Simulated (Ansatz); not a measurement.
One crystal and one scan (generalised stacking-fault energy along a line) at two levels, PBE (plane waves to 420 eV, PAW, scalar-relativistic; Ansatz, an electronic-structure program) and r2SCAN (plane waves to 500 eV, PAW, scalar-relativistic; Ansatz), each from its own relaxed cell and on its own mesh. The cell shown is that of PBE.

KCl (rock salt) is sheared across one {110} plane: the third cell vector gains the shift, so faults repeat every 6.8 Å. The cut lies between planes 2.26 Å apart; the cell height is held.

```
KCl
1.0
    4.51217     0.00000     0.00000
    0.00000     6.38117     0.00000
    2.25608     3.19058     6.76825
Cl K
3 3
Direct
  0.00000   0.00000   0.83333
  0.33333   0.33333   0.16667
  0.66667   0.66667   0.50000
  0.00000   0.50000   0.83333
  0.33333   0.83333   0.16667
  0.66667   0.16667   0.50000
```

In-plane vectors a = (4.512, 0.000) Å, b = (0.000, 6.381) Å, area 28.79 Å². The shift is s times the vector a (length 4.512 Å), so s = 1 restores the start. Atoms relax along the normal only. γ = [E(shift) − E(0)] / area.

Energies are extrapolated to zero smearing. KCl was relaxed with its symmetry unable to fall. Faults lie only 6.7 Å apart, and holding the cell height raises γ above its relaxed value. Faults lie only 6.8 Å apart, and holding the cell height raises γ above its relaxed value. Some relaxations began with atoms very close together and may have settled on another branch. Percentages come from the unrounded values. Both scans cover s from 0.000 to 0.917.

Results of PBE:

```
Item                                                                                  Result
------------------------------------------------------------------  ------------------------
Lattice constant a (Å)                                                                 6.381
Highest computed γ on the line (mJ/m²)                                                   281
Steepest slope dγ/d(shift) before the first maximum (spline) (GPa)                       2.0
Position of the highest point                                                      s = 0.500
Local minima between the ends                                       no computed point is one
```

**Question.** Estimate the r2SCAN values.

**Answer.** 
```tsv
quantity	r2SCAN	PBE − r2SCAN
Lattice constant a (Å)	6.292	+0.089 (+1.4 %)
Highest computed γ on the line (mJ/m²)	374	-93 (-25 %)
Steepest slope dγ/d(shift) before the first maximum (spline) (GPa)	2.7	-0.7 (-26 %)
```

PBE gives the higher value for: lattice constant a. PBE gives the lower value for: highest computed γ on the line; steepest slope dγ/d(shift) before the first maximum. Both give the same position of the highest point: s = 0.500.

(The slope of γ gives the shear force per area between the displaced halves; near zero shift its curvature is an elastic stiffness.)
